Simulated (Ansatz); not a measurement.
# E(q) of GdMg (Pm-3m)

```xyz
2
Lattice="3.8240 0.0000 0.0000 0.0000 3.8240 0.0000 0.0000 0.0000 3.8240" Properties=species:S:1:pos:R:3 pbc="T T T"
Gd    0.0000    0.0000    0.0000
Mg    1.9120    1.9120    1.9120
```

The source of the geometry is a structure as deposited in COD; atoms and cell stay fixed.

Common settings: PBEsol, 10×10×10 k mesh, Fermi–Dirac smearing of 0.05 eV. PAW means Ansatz 0.2.0 on its default frozen-core files; LAPW is all-electron LAPW in Ansatz 0.2.0. Site moments are integrated in spheres about the atoms, whose radii differ between the methods. Start moments of the first PAW run (μB): Gd1 7.2.

Flat spirals without spin–orbit coupling: moments start in the xy plane and turn about z by q·R from cell to cell, and their directions inside a cell are free. q runs from Γ to M = (0.500, 0.500, 0.000) in reciprocal cell vectors. Energies count from each method's run at q = 0. Each q is a vector of the k mesh, and the mesh is shifted by q/2 where needed, so that both spin components are sampled on the same points as at q = 0. In Ansatz a GGA is taken by the program's default for non-collinear spins.

**Question.** Where along the line is the energy lowest?

**Answer.** q = 0 is the lowest point, but the next lies within 2.0 meV per cell, which this mesh may not resolve.
```tsv
fraction of Γ–M	|q| (1/Å)	ΔF PAW (meV/cell)	ΔF LAPW (meV/cell)	largest moment, PAW (μB)
0.000	0.000	0.0	0.0	7.20
0.200	0.232	+6.0	+6.0	7.18
0.400	0.465	+7.6	+7.6	7.17
0.600	0.697	+1.5	–	7.18
0.800	0.929	+2.5	–	7.18
1.000	1.162	+9.3	–	7.17
```

**Question.** A further pair of PAW runs: cone of 15 degrees at 1 of the way from Γ to M (directions held, energy taken at the target), against the same at q = 0. What is the energy difference?

**Answer.** +0.4 meV/cell, with a largest moment of 7.20 μB.

The PAW files were made with PBE; the program remakes their cores once for the run's functional and then keeps them frozen. Without U a semilocal functional puts the f levels too near the Fermi level, which can change moments and the order of magnetic states; site and cell moments are spin moments. Spin–orbit coupling is left out although heavy atoms are present. In at least one run the program's final test of stability wasn't made or came to no verdict. With open f shells a run can end in a state that isn't the lowest. The magnetic state is the one that this cell and start allow. It needn't be the compound's measured order, which may need a larger cell or be absent.
